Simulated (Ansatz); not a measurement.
# AlCu: a sublattice moved along a line

These are results of DFT PBEsol, scalar-relativistic, plane waves, PAW (Ansatz), not measurements. Cutoff 420 eV, Γ-centred 16×16×16 k-points, Gaussian smearing of 0.15 eV. No spin polarisation. Energies are free energies at this smearing, counted from the undisturbed cell; pressure is positive in compression.

Zero of the scan (as given, not relaxed at this level; it stands at -4.8 GPa, and it needn't be the usual structure):

```
Al Cu
1.0
     2.99751    0.00000    0.00000
     0.00000    2.99751    0.00000
     0.00000    0.00000    2.99751
Al Cu
1 1
Cartesian
  0.0000 0.0000 0.0000
  1.4988 1.4988 1.4988
```

Every Cu atom is moved by x along the Cartesian unit vector (0.000, 0.000, 1.000); the cell and all other atoms stay fixed. The cell is metallic on the mesh throughout.

```
  x (Å)  ΔE (meV/cell)
-0.5000          460.8
-0.2500          115.5
 0.0000            0.0
 0.0625            7.2
 0.1250           28.8
 0.1875           64.9
 0.3125          180.5
 0.3750          260.0
 0.4375          353.5
```

Predict the force along x on the moved atoms (eV/Å) at each point.

```
  x (Å) force along x on the moved atoms (eV/Å)
-0.5000                                     1.82
-0.2500                                     0.93
 0.0000                                     0.00
 0.0625                                    -0.23
 0.1250                                    -0.46
 0.1875                                    -0.69
 0.3125                                    -1.16
 0.3750                                    -1.38
 0.4375                                    -1.61
```